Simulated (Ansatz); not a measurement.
Ge: a fit and a missing row

Ge, P4_32_12, a = 5.949 Å, c = 7.089 Å. This isn't the element's structure at ambient conditions. Ansatz: r2SCAN, PAW, 500 eV, Γ-centred 6×6×4 mesh on 12 atoms, Gaussian smearing 0.02 eV; no spin polarisation. Shape and atoms are relaxed at each volume; pressure is positive in compression.

| V (Å³/atom) | P (GPa) |
| --- | --- |
| 19.651 | 4.37 |
| 20.278 | 2.00 |
| 20.905 | 0.00 |
| 21.532 | -1.70 |
| 22.159 | ? |

Take V0 = 20.905 Å³/atom, fit the third-order Birch–Murnaghan form to the other rows, and predict the missing pressure.

With the Eulerian strain f = ½[(V0/V)^(2/3) − 1] and y = P/[3f(1 + 2f)^(5/2)], the form is the line y = B0 + 1.5 B0 (B0′ − 4) f. Rows (f, y): 0.02105, 62.4; 0.01025, 61.8; -0.00975, 61.1. Means f = 0.007183, y = 61.767; Σ(Δf)² = 0.0004884, ΣΔfΔy = 0.02017; the slope is their ratio. y = 61.47 + 41.30 f GPa, so B0 = 61.5 GPa and B0′ = 4 + 2 × (41.30)/(3 × 61.47) = 4.45. At V = 22.159, f = -0.01905, y = 60.68 and P = -3.15 GPa. The run gave -3.14 GPa, so the fit is 0.01 GPa too low, a small miss on the scale of the series. The form still works here, 33 % of the fitted range beyond its end.